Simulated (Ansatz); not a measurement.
# Ansatz 0.2.0, relaxation: TiBCl

input.yaml:

```yaml
crystal:
  lattice:
    - [3.77564185, 0.0, 0.0]
    - [0.0, 3.36719467, 0.0]
    - [0.0, 0.0, 7.99957837]
  atoms:
    - { symbol: Ti, position: [0.0, 0.5, 0.122], spin: 1, spin_axis: [-0.07673, -0.97928, -0.18741] }
    - { symbol: Ti, position: [0.5, 0.0, 0.878], spin: 1, spin_axis: [0.14965, 0.97156, 0.1835] }
    - { symbol: Cl, position: [0.0, 0.0, 0.32] }
    - { symbol: Cl, position: [0.5, 0.5, 0.68] }
    - { symbol: B, position: [0.0, 0.0, 0.935] }
    - { symbol: B, position: [0.5, 0.5, 0.065] }
  symmetry: { tolerance: 0.0003 }
kpoints:
  mp_grid: { grid: [5, 5, 3], shift: [0, 0, 0] }
magnetization:
  noncollinear: true
  spin_orbit: false
scf:
  occupations: { method: fermi_dirac }
  lower_state_search: "off"
hamiltonian:
  pseudopotentials: { kind: paw }
  xc: pbe
basis:
  ecutwfc: 420
  fft_grid_basis: typed
relax:
  max_steps: 60
  cell: { p_target: 0.0 }
output:
  forces: true
  stress: true
  eigenvalues: true
  bader: true
  populations: true
  elf: true
  write_potential: true
  volumetric_format: npy
  dos:
    e_range: [-12, 8]
    de: 0.05
    projected: { site_lists: { B: [B], Cl: [Cl], Ti: [Ti] } }
    method: { smearing: { sigma: 0.1, scheme: gaussian } }
  write_density: true
checkpoint:
  read: saved_state
```

The command:

```bash
ansatz run input.yaml --threads 2 --pin off --max-ram 2560MiB --backend cpu --events-out ev --progress --plain --runs-dir out
```

Origin of the cell: a known structure type with other elements, at an estimated volume, so it need not be a known compound.

The smearing width isn't typed, so it takes its default of 0.1 eV.

The saved state is a converged single point of the same cell.

Steps («new basis» is an SCF on plane waves selected anew at the same cell):

| step | ΔF (meV/atom) | max force component (eV/Å) | P (GPa) | volume (Å³) | SCF iterations | step was |
| --- | --- | --- | --- | --- | --- | --- |
| 1 | 0.0 | 2.052 | 15.43 | 101.70 | 13 | accepted |
| 2 | -199.7 | 1.342 | 3.62 | 105.60 | 9 | accepted |
| 3 | -239.8 | 0.145 | -0.71 | 115.12 | 11 | accepted |
| 4 | -243.3 | 0.067 | -0.38 | 114.63 | 8 | accepted |
| 5 | -244.3 | 0.028 | -0.11 | 115.00 | 7 | accepted |
| 6 | -244.8 | 0.057 | 0.14 | 114.67 | 7 | accepted |
| 7 | -245.2 | 0.040 | -0.01 | 114.35 | 8 | accepted |
| 8 | -247.5 | 0.187 | 0.13 | 113.59 | 8 | accepted |
| 9 | -276.0 | 0.284 | -0.39 | 110.52 | 10 | accepted |
| 10 | -295.6 | 0.579 | -1.13 | 104.96 | 10 | accepted |
| 11 | -303.6 | 0.571 | 1.11 | 97.01 | 13 | accepted |
| 12 | -310.1 | 0.194 | -0.36 | 99.48 | 11 | accepted |
| 13 | -311.0 | 0.053 | -0.28 | 101.39 | 11 | accepted |
| 14 | -311.8 | 0.033 | 0.00 | 99.74 | 10 | accepted |
| 15 | -311.9 | 0.006 | 0.06 | 99.88 | 9 | accepted |
| 16 | -311.9 | 0.001 | 0.00 | 99.92 | 7 | accepted |
| 17 | -320.8 | 0.004 | 0.68 | 99.92 | 9 | new basis |
| 18 | -324.4 | 0.049 | 0.58 | 101.86 | 11 | accepted |
| 19 | -326.4 | 0.038 | 0.12 | 104.33 | 10 | accepted |
| 20 | -326.9 | 0.012 | 0.10 | 106.09 | 10 | accepted |
| 21 | -326.9 | 0.004 | 0.02 | 106.89 | 12 | accepted |
| 22 | -326.9 | 0.003 | 0.00 | 107.03 | 9 | accepted |
| 23 | -327.8 | 0.004 | 0.07 | 107.03 | 7 | new basis |
| 24 | -327.9 | 0.006 | 0.11 | 108.38 | 12 | accepted |
| 25 | -327.9 | 0.006 | 0.01 | 109.74 | 12 | accepted |
| 26 | -327.9 | 0.001 | 0.00 | 110.16 | 11 | accepted |
| 27 | -328.0 | 0.001 | 0.00 | 110.16 | 6 | new basis |

Step 1, with forces in eV/Å:

```xyz
6
Lattice="3.776 0.000 0.000 0.000 3.367 0.000 0.000 0.000 8.000" Properties=species:S:1:pos:R:3:forces:R:3 pbc="T T T" step=1
Ti    0.000    1.684    0.976    0.000    0.000    1.018
Ti    1.888    0.000    7.024    0.000    0.000   -1.018
Cl    0.000    0.000    2.560    0.000    0.000    1.794
Cl    1.888    1.684    5.440    0.000    0.000   -1.794
B     0.000    0.000    7.480    0.000    0.000    2.052
B     1.888    1.684    0.520    0.000    0.000   -2.052
```

Step 2, with forces in eV/Å:

```xyz
6
Lattice="3.835 0.000 0.000 0.000 3.312 0.000 0.000 0.000 8.315" Properties=species:S:1:pos:R:3:forces:R:3 pbc="T T T" step=2
Ti    0.000    1.656    1.132    0.000    0.000   -0.018
Ti    1.917    0.000    7.183    0.000    0.000    0.018
Cl    0.000    0.000    2.868    0.000    0.000    0.127
Cl    1.917    1.656    5.447    0.000    0.000   -0.127
B     0.000    0.000    7.886    0.000    0.000    1.342
B     1.917    1.656    0.429    0.000    0.000   -1.342
```

Step 3, with forces in eV/Å:

```xyz
6
Lattice="3.864 0.000 0.000 0.000 3.423 0.000 0.000 0.000 8.705" Properties=species:S:1:pos:R:3:forces:R:3 pbc="T T T" step=3
Ti    0.000    1.711    1.149    0.000    0.000    0.116
Ti    1.932    0.000    7.556    0.000    0.000   -0.116
Cl    0.000    0.000    2.895    0.000    0.000   -0.037
Cl    1.932    1.711    5.810    0.000    0.000    0.037
B     0.000    0.000    8.432    0.000    0.000   -0.145
B     1.932    1.711    0.273    0.000    0.000    0.145
```

Step 4, with forces in eV/Å:

```xyz
6
Lattice="3.849 0.000 0.000 0.000 3.376 0.000 0.000 0.000 8.820" Properties=species:S:1:pos:R:3:forces:R:3 pbc="T T T" step=4
Ti    0.000    1.688    1.169    0.000    0.000    0.066
Ti    1.925    0.000    7.651    0.000    0.000   -0.066
Cl    0.000    0.000    2.928    0.000    0.000   -0.067
Cl    1.925    1.688    5.892    0.000    0.000    0.067
B     0.000    0.000    8.537    0.000    0.000   -0.005
B     1.925    1.688    0.284    0.000    0.000    0.005
```

Step 5, with forces in eV/Å:

```xyz
6
Lattice="3.827 0.000 0.000 0.000 3.356 0.000 0.000 0.000 8.953" Properties=species:S:1:pos:R:3:forces:R:3 pbc="T T T" step=5
Ti    0.000    1.678    1.185    0.000    0.000    0.022
Ti    1.914    0.000    7.767    0.000    0.000   -0.022
Cl    0.000    0.000    2.945    0.000    0.000   -0.028
Cl    1.914    1.678    6.007    0.000    0.000    0.028
B     0.000    0.000    8.675    0.000    0.000    0.019
B     1.914    1.678    0.278    0.000    0.000   -0.019
```

Step 6, with forces in eV/Å:

```xyz
6
Lattice="3.783 0.000 0.000 0.000 3.358 0.000 0.000 0.000 9.025" Properties=species:S:1:pos:R:3:forces:R:3 pbc="T T T" step=6
Ti    0.000    1.679    1.205    0.000    0.000    0.057
Ti    1.892    0.000    7.820    0.000    0.000   -0.057
Cl    0.000    0.000    2.961    0.000    0.000    0.008
Cl    1.892    1.679    6.064    0.000    0.000   -0.008
B     0.000    0.000    8.770    0.000    0.000   -0.014
B     1.892    1.679    0.255    0.000    0.000    0.014
```

Step 7, with forces in eV/Å:

```xyz
6
Lattice="3.760 0.000 0.000 0.000 3.356 0.000 0.000 0.000 9.062" Properties=species:S:1:pos:R:3:forces:R:3 pbc="T T T" step=7
Ti    0.000    1.678    1.227    0.000    0.000    0.040
Ti    1.880    0.000    7.836    0.000    0.000   -0.040
Cl    0.000    0.000    2.982    0.000    0.000    0.013
Cl    1.880    1.678    6.080    0.000    0.000   -0.013
B     0.000    0.000    8.821    0.000    0.000    0.003
B     1.880    1.678    0.242    0.000    0.000   -0.003
```

Step 8, with forces in eV/Å:

```xyz
6
Lattice="3.699 0.000 0.000 0.000 3.346 0.000 0.000 0.000 9.177" Properties=species:S:1:pos:R:3:forces:R:3 pbc="T T T" step=8
Ti    0.000    1.673    1.265    0.000    0.000    0.187
Ti    1.850    0.000    7.913    0.000    0.000   -0.187
Cl    0.000    0.000    3.021    0.000    0.000    0.039
Cl    1.850    1.673    6.156    0.000    0.000   -0.039
B     0.000    0.000    8.967    0.000    0.000    0.042
B     1.850    1.673    0.210    0.000    0.000   -0.042
```

Step 9, with forces in eV/Å:

```xyz
6
Lattice="3.515 0.000 0.000 0.000 3.322 0.000 0.000 0.000 9.463" Properties=species:S:1:pos:R:3:forces:R:3 pbc="T T T" step=9
Ti    0.000    1.661    1.387    0.000    0.000    0.284
Ti    1.758    0.000    8.076    0.000    0.000   -0.284
Cl    0.000    0.000    3.142    0.000    0.000    0.181
Cl    1.758    1.661    6.321    0.000    0.000   -0.181
B     0.000    0.000    9.357    0.000    0.000    0.050
B     1.758    1.661    0.106    0.000    0.000   -0.050
```

Step 10, with forces in eV/Å:

```xyz
6
Lattice="3.327 0.000 0.000 0.000 3.292 0.000 0.000 0.000 9.584" Properties=species:S:1:pos:R:3:forces:R:3 pbc="T T T" step=10
Ti    0.000    1.646    1.509    0.000    0.000    0.056
Ti    1.663    0.000    8.075    0.000    0.000   -0.056
Cl    0.000    0.000    3.275    0.000    0.000    0.086
Cl    1.663    1.646    6.309    0.000    0.000   -0.086
B     0.000    0.000    9.571    0.000    0.000   -0.579
B     1.663    1.646    0.014    0.000    0.000    0.579
```

Step 11, with forces in eV/Å:

```xyz
6
Lattice="3.221 0.000 0.000 0.000 3.201 0.000 0.000 0.000 9.408" Properties=species:S:1:pos:R:3:forces:R:3 pbc="T T T" step=11
Ti    0.000    1.600    1.560    0.000    0.000    0.571
Ti    1.611    0.000    7.848    0.000    0.000   -0.571
Cl    0.000    0.000    3.368    0.000    0.000   -0.364
Cl    1.611    1.600    6.041    0.000    0.000    0.364
B     0.000    0.000    9.359    0.000    0.000   -0.058
B     1.611    1.600    0.049    0.000    0.000    0.058
```

Step 12, with forces in eV/Å:

```xyz
6
Lattice="3.235 0.000 0.000 0.000 3.140 0.000 0.000 0.000 9.793" Properties=species:S:1:pos:R:3:forces:R:3 pbc="T T T" step=12
Ti    0.000    1.570    1.626    0.000    0.000   -0.194
Ti    1.618    0.000    8.167    0.000    0.000    0.194
Cl    0.000    0.000    3.416    0.000    0.000    0.003
Cl    1.618    1.570    6.377    0.000    0.000   -0.003
B     0.000    0.000    9.721    0.000    0.000   -0.055
B     1.618    1.570    0.072    0.000    0.000    0.055
```

Step 13, with forces in eV/Å:

```xyz
6
Lattice="3.291 0.000 0.000 0.000 3.187 0.000 0.000 0.000 9.668" Properties=species:S:1:pos:R:3:forces:R:3 pbc="T T T" step=13
Ti    0.000    1.594    1.572    0.000    0.000    0.053
Ti    1.645    0.000    8.096    0.000    0.000   -0.053
Cl    0.000    0.000    3.352    0.000    0.000    0.011
Cl    1.645    1.594    6.315    0.000    0.000   -0.011
B     0.000    0.000    9.583    0.000    0.000    0.024
B     1.645    1.594    0.084    0.000    0.000   -0.024
```

Step 14, with forces in eV/Å:

```xyz
6
Lattice="3.254 0.000 0.000 0.000 3.176 0.000 0.000 0.000 9.650" Properties=species:S:1:pos:R:3:forces:R:3 pbc="T T T" step=14
Ti    0.000    1.588    1.594    0.000    0.000   -0.033
Ti    1.627    0.000    8.057    0.000    0.000    0.033
Cl    0.000    0.000    3.373    0.000    0.000    0.007
Cl    1.627    1.588    6.277    0.000    0.000   -0.007
B     0.000    0.000    9.572    0.000    0.000    0.030
B     1.627    1.588    0.078    0.000    0.000   -0.030
```

Step 17, with forces in eV/Å:

```xyz
6
Lattice="3.253 0.000 0.000 0.000 3.174 0.000 0.000 0.000 9.677" Properties=species:S:1:pos:R:3:forces:R:3 pbc="T T T" step=17
Ti    0.000    1.587    1.592    0.000    0.000    0.004
Ti    1.627    0.000    8.084    0.000    0.000   -0.004
Cl    0.000    0.000    3.375    0.000    0.000   -0.004
Cl    1.627    1.587    6.302    0.000    0.000    0.004
B     0.000    0.000    9.602    0.000    0.000    0.001
B     1.627    1.587    0.075    0.000    0.000   -0.001
```

Step 18, with forces in eV/Å:

```xyz
6
Lattice="3.235 0.000 0.000 0.000 3.172 0.000 0.000 0.000 9.927" Properties=species:S:1:pos:R:3:forces:R:3 pbc="T T T" step=18
Ti    0.000    1.586    1.601    0.000    0.000   -0.025
Ti    1.617    0.000    8.326    0.000    0.000    0.025
Cl    0.000    0.000    3.384    0.000    0.000    0.049
Cl    1.617    1.586    6.543    0.000    0.000   -0.049
B     0.000    0.000    9.859    0.000    0.000   -0.028
B     1.617    1.586    0.068    0.000    0.000    0.028
```

Step 19, with forces in eV/Å:

```xyz
6
Lattice="3.241 0.000 0.000 0.000 3.144 0.000 0.000 0.000 10.237" Properties=species:S:1:pos:R:3:forces:R:3 pbc="T T T" step=19
Ti    0.000    1.572    1.615    0.000    0.000    0.002
Ti    1.620    0.000    8.622    0.000    0.000   -0.002
Cl    0.000    0.000    3.415    0.000    0.000   -0.030
Cl    1.620    1.572    6.822    0.000    0.000    0.030
B     0.000    0.000   10.165    0.000    0.000   -0.038
B     1.620    1.572    0.072    0.000    0.000    0.038
```

Step 24, with forces in eV/Å:

```xyz
6
Lattice="3.236 0.000 0.000 0.000 3.153 0.000 0.000 0.000 10.622" Properties=species:S:1:pos:R:3:forces:R:3 pbc="T T T" step=24
Ti    0.000    1.577    1.613    0.000    0.000    0.006
Ti    1.618    0.000    9.009    0.000    0.000   -0.006
Cl    0.000    0.000    3.409    0.000    0.000    0.005
Cl    1.618    1.577    7.213    0.000    0.000   -0.005
B     0.000    0.000   10.548    0.000    0.000    0.000
B     1.618    1.577    0.074    0.000    0.000    0.000
```

Step 27, with forces in eV/Å:

```xyz
6
Lattice="3.237 0.000 0.000 0.000 3.155 0.000 0.000 0.000 10.787" Properties=species:S:1:pos:R:3:forces:R:3 pbc="T T T" step=27
Ti    0.000    1.577    1.613    0.000    0.000    0.001
Ti    1.618    0.000    9.174    0.000    0.000   -0.001
Cl    0.000    0.000    3.410    0.000    0.000   -0.001
Cl    1.618    1.577    7.377    0.000    0.000    0.001
B     0.000    0.000   10.713    0.000    0.000    0.001
B     1.618    1.577    0.074    0.000    0.000   -0.001
```

- Free energy lowered by: 328.0 meV/atom
- Volume change: 8.31 %
- Final pressure: 0.00 GPa
- Relaxation steps listed: 27
- Formation energy (elements under the same functional, gases as molecules, uncorrected): -0.484 eV/atom

Caveats: a starting moment was lost; no moments, though an odd count or open d shells may carry them; the k mesh is coarse if the cell is a metal; the relaxation held the start's symmetry, so the end may be a saddle point.

Time: 1000 s of wall time on 2 CPU thread(s) of a shared host, from a saved density.
